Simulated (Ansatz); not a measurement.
Starting cell, TiO₂ (rutile):

```xyz
12
Lattice="4.6434 0.0000 0.0000 0.0000 4.6434 0.0000 0.0000 0.0000 5.9276" Properties=species:S:1:pos:R:3 pbc="T T T"
Ti     0.0000     0.0000     0.0000
Ti     0.0000     0.0000     2.9638
Ti     2.3217     2.3217     1.4819
Ti     2.3217     2.3217     4.4457
O      1.4168     1.4168     0.0000
O      1.4168     1.4168     2.9638
O      3.7385     0.9049     1.4819
O      3.7385     0.9049     4.4457
O      0.9049     3.7385     1.4819
O      0.9049     3.7385     4.4457
O      3.2266     3.2266     0.0000
O      3.2266     3.2266     2.9638
```

A phonon eigenvector at Z = (0.0, 0.0, 0.5) is frozen into this cell: atom i moves by Q times the vector below, so Q is the largest atomic displacement, in Å. The cell is held. It is one choice among 2 degenerate patterns. (q is in reciprocal vectors of the primitive cell; the cell shown is doubled to hold the pattern.)

```
atom       x       y      z
----  ------  ------  -----
Ti1    0.707   0.707  0.000
Ti2   -0.707  -0.707  0.000
Ti3   -0.010   0.010  0.000
Ti4    0.010  -0.010  0.000
O5    -0.076  -0.076  0.000
O6     0.076   0.076  0.000
O7     0.001  -0.001  0.000
O8    -0.001   0.001  0.000
O9     0.001  -0.001  0.000
O10   -0.001   0.001  0.000
O11   -0.076  -0.076  0.000
O12    0.076   0.076  0.000
```

Calculation: PBE (plane waves to 420 eV, PAW, scalar-relativistic; Ansatz, a quantum-chemistry and plane-wave program). k mesh 7×7×6 (Γ-centred), Fermi-Dirac smearing 0.05 eV. The energy includes the smearing's −TS. Stress and pressure are positive under compression. TiO2 is run without spin polarisation. TiO2 was relaxed with its symmetry unable to fall. ΔE is measured from the undisplaced structure.

Question: What ΔE (meV/cell) and P (GPa) does the calculation give at Q (Å) = -0.067, -0.050, -0.033, -0.017, 0.017, 0.033, 0.050, 0.067?

Answer: 
```tsv
Q (Å)	ΔE (meV/cell)	P (GPa)
-0.067	33.1	0.28
-0.050	18.3	0.16
-0.033	8.0	0.07
-0.017	2.0	0.02
0.017	2.0	0.02
0.033	8.0	0.07
0.050	18.3	0.16
0.067	33.1	0.28
```

(A displaced cell: forces are minus the slopes of the energy, force constants its curvatures, and phonons follow from these.)
